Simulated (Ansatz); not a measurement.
Equation of state of Bi4Te3

A database entry relaxed whole under r2SCAN (R-3m):

```
Bi Te
1.0
     2.23596    1.29093   14.54587
    -2.23596    1.29093   14.54587
     0.00000   -2.58186   14.54587
Bi Te
4 3
Cartesian
  0.0000 0.0000 31.1082
  0.0000 0.0000 12.5294
  0.0000 0.0000 6.4541
  0.0000 0.0000 37.1836
  0.0000 0.0000 0.0000
  0.0000 0.0000 18.2505
  0.0000 0.0000 25.3871
```

The cell was scaled uniformly, its shape held, and the atoms relaxed at each volume with plane-wave PAW DFT (Ansatz 0.2.0; r2SCAN, 500 eV, 8×8×8 Γ-centred mesh, fermi-dirac occupations of width 0.100 eV; no spin, no spin-orbit coupling). One row is withheld.

| volume (Å³/atom) | energy over the lowest (meV/atom) | pressure (GPa) |
| --- | --- | --- |
| 33.829 | 14.5 | 2.30 |
| 34.549 | 6.2 | 1.44 |
| 35.268 | 1.5 | 0.66 |
| 35.988 | 0.0 | 0.01 |
| 36.708 | 1.3 | -0.57 |
| 37.428 | ? | ? |
| 38.147 | 10.9 | -1.51 |

**Question.** Fit the pressures of the other rows to the third-order Birch-Murnaghan form.

**Answer.** With f = [(V₀/V)^(2/3) − 1]/2 and P = 3B₀f(1 + 2f)^(5/2)[1 + 3(B₀′ − 4)f/2], least squares gives V₀ = 36.00 Å³ an atom, B₀ = 30.9 GPa and B₀′ = 5.9; the rows miss the fit by less than 0.01 GPa. The slope of the energies differs from these pressures by less than 0.05 GPa.

**Question.** What does the withheld row hold?

**Answer.** The fit gives -1.07 GPa at 37.428 Å³; the run gave -1.07 GPa and 5.1 meV an atom.

Caveats: the shape of the cell was held, so B₀ is an upper bound where the axes differ in stiffness; 0 K, fixed nuclei; the symmetry was kept, and this need not be the phase that is stable at 0 K; one mesh for all volumes; no dispersion correction, so weakly bound layers stand too far apart; pressure is positive in compression.
